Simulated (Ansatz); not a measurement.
**WS2, first-principles data**

WS2:
```
WS2
1.0
    1.58670     0.91608     6.27180
   -1.58670     0.91608     6.27180
    0.00000    -1.83216     6.27180
W S
1 2
Cartesian
  0.00000   0.00000  18.80284
  0.00000   0.00000  10.97122
  0.00000   0.00000  14.09025
```

Space group R3m (No. 160); conventional cell a = b = 3.1734 Å, c = 18.8154 Å, α = β = 90.00°, γ = 120.00°.

Method: plane-wave PAW r²SCAN+D4 (Ansatz code). Geometry: relaxed at this level of theory. Other levels are named where they apply.

**Cell and energy**

```yaml
volume_per_atom: 18.23 Å³
density: 7.53 g/cm³
Formation energy from the elements (no fitted shifts): -0.92 eV/atom
```

**Electronic structure**

```yaml
band_gap: 1.21 eV (indirect)
valence_band_maximum: at T
conduction_band_minimum: on the Γ–S0 line, 52 % of the way from Γ (k = 0.000, 0.174, -0.177 in fractions of the reciprocal vectors) (6 equivalent valleys)
smallest_direct_gap_on_the_standard_path: 1.95 eV
electron_effective_mass: 0.50, 0.62, 0.62 mₑ (principal values)
hole_effective_mass: 0.65, 0.65, 0.71 mₑ (principal values)
Gap with spin–orbit coupling: 1.07 eV
```

**Mechanics**

```yaml
Bulk modulus (Birch–Murnaghan fit): 351 kbar
Pressure derivative B′: 13.6
```

**Charges**

```yaml
bader_charges: W +1.46, S -0.73 e
```

The first step of the workflow began from a Materials Project structure, measured or hypothetical; the Crystallography Open Database files this formula in space group No. 160, but the cells were not matched. It is not the phase usual at ambient conditions (space group No. 194). The r²SCAN+D4 relaxation kept the symmetry of its start; its stability against distortions is not shown here. The run is not spin-polarised. The references are the lowest solids computed at this level, not always the standard phases. Scalar-relativistic: spin–orbit coupling is off unless named, which matters more the heavier the elements.

Potentials: the later of the program's two PAW sets.
